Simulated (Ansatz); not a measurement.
InSe:
```yaml
crystal:
  lattice:
    - [2.01429, 1.16295, 8.49143]
    - [-2.01429, 1.16295, 8.49143]
    - [0.00000, -2.32590, 8.49143]
  atoms:
    - { symbol: In, position: [0.88916, 0.88916, 0.88916] }
    - { symbol: In, position: [0.99865, 0.99865, 0.99865] }
    - { symbol: Se, position: [0.38150, 0.38150, 0.38150] }
    - { symbol: Se, position: [0.17298, 0.17298, 0.17298] }
```

Relaxed with r²SCAN+D4.

Question: Map the valence electron density (e/Å³), cut off at 1 on the plane through (0.889, 0.889, 0.889) spanned by u = [1, 0, 0] and v = [-1, 1, 1] in lattice vectors, from r²SCAN+D4 (plane waves, PAW; program Ansatz).

Answer: x is the fraction of u, y of v (the angle between them is 44°; rows are the nearest grid lines); atoms in the plane: In at (0.00, 0.00), In at (0.22, 0.11), Se at (0.98, 0.49), Se at (0.57, 0.28).
```
|9999843234899995211000000000000001289999|
|9999994221122332211000000000000000013999|
|9999996311111111110000000000000000001279|
|1358985321000000000000000000000000000011|
|0011122110000000000000000000000000000000|
|0000000000000000000000000000000000000000|
|0000000000000000000000000000000000000000|
|0000000000000000000000000000011111000000|
|0000000000000000000000000000112234432110|
|3100000000000000000000000000012358999853|
|7421000000000000000000000000012358999997|
|9994210000000000000000000000001135999999|
|9999731000000011222110000000000012479999|
|9999974200000012455532110000000000124699|
|9999984210000012469975321000000000012369|
|3456664311000001369999974210000000000123|
|1223333211000000136999999842100000000011|
|1235664321000000002499999996321000000001|
|1247999842100000000279999998532110000011|
|1236999999931000000013579999753322221111|
|2223699999999310000000012344443346898642|
|9843348999999952100000000001112236999999|
|9994334899999993110000000000011124999999|
|9999843234899995211000000000000001289999|
```
Scale: ten equal steps from 0.006 (start of '0') to 1.00 (end of '9'), in the order '0123456789'; x runs from 0.000 to 1.00, y from 0.000 (bottom) to 1.00 (top).

The density is the valence pseudo-density with augmentation charge, so density and ELF within about 1 Å of a nucleus are not all-electron values.

Space group R3m. The first step of the workflow began from a Materials Project structure, measured or hypothetical; the Crystallography Open Database files this formula in space group No. 160, but the cells were not matched. It is not the phase usual at ambient conditions (space group No. 194). Symmetry was held in the r²SCAN+D4 relaxation; its stability against distortions is not shown here.

Potentials: the later of the program's two PAW sets.
